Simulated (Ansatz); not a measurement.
# Si3O2, before and after

Recipe of this trial structure of Si3O2: random cell by space group and Wyckoff sites (P4/mmm, No. 123). Its size is a rough estimate.

start:

Space group P4/mmm (No. 123). a = 2.825 Å, b = 2.825 Å, c = 8.556 Å, α = 90.00°, β = 90.00°, γ = 90.00°
| atom | site | symmetry | x | y | z |
| --- | --- | --- | --- | --- | --- |
| Si | 2g | 4mm | 0.0000 | 0.0000 | 0.3350 |
| Si | 1a | 4/mmm | 0.0000 | 0.0000 | 0.0000 |
| O | 1b | 4/mmm | 0.0000 | 0.0000 | 0.5000 |
| O | 1c | 4/mmm | 0.5000 | 0.5000 | 0.0000 |

These are results of Ansatz 0.2.0, DFT PBE, scalar-relativistic, plane waves, PAW, not measurements. Cutoff 420 eV, Gaussian smearing, Γ-centred meshes. Cell and atoms relax first on a coarse mesh and then on a finer one. In between, the cell is made exact in the group found at 0.06 Å. In metals the finer mesh still leaves noise of several meV/atom or more. The steps can't lower the symmetry of their start. No spin polarisation in the relaxation; trial moments died out in a coarse test.

end:

Space group P4/mmm (No. 123). a = 2.775 Å, b = 2.775 Å, c = 8.412 Å, α = 90.00°, β = 90.00°, γ = 90.00°
```csv
atom,site,symmetry,x,y,z
Si,2g,4mm,0.0000,0.0000,0.3033
Si,1a,4/mmm,0.0000,0.0000,0.0000
O,1b,4/mmm,0.0000,0.0000,0.5000
O,1c,4/mmm,0.5000,0.5000,0.0000
```

The symmetry stays P4/mmm (No. 123). The volume per atom shrinks by 5.2 %, from 13.7 to 13.0 Å³. The shortest distance goes from 1.41 Å (Si–O) to 1.65 Å (Si–O). The energy falls by about 0.64 eV/atom (the start's value is from the coarse mesh).

```json
{
 "Volume per atom": "12.96 Å³",
 "Density": "2.98 g/cm³",
 "Energy over the elements": "−0.63 eV/atom",
 "Gap on the 14×14×6 mesh of the 5-atom cell": "0 eV (a metal)"
}
```

Formation energies are uncorrected and refer to the elements' standard structures at the same level (O₂ as a molecule).

The last run used Gaussian smearing of 0.10 eV. A structure relaxed within its symmetry needn't be a true minimum. In all, the 3 runs took 3.1 min on 1 thread of Intel(R) Xeon(R) Processor @ 2.50GHz (Skylake/Cascade Lake) (shared host). Another cell of Si3O2 relaxed alike, in P4mm, lies 227 meV/atom lower, so this cell isn't the stable form at this level.
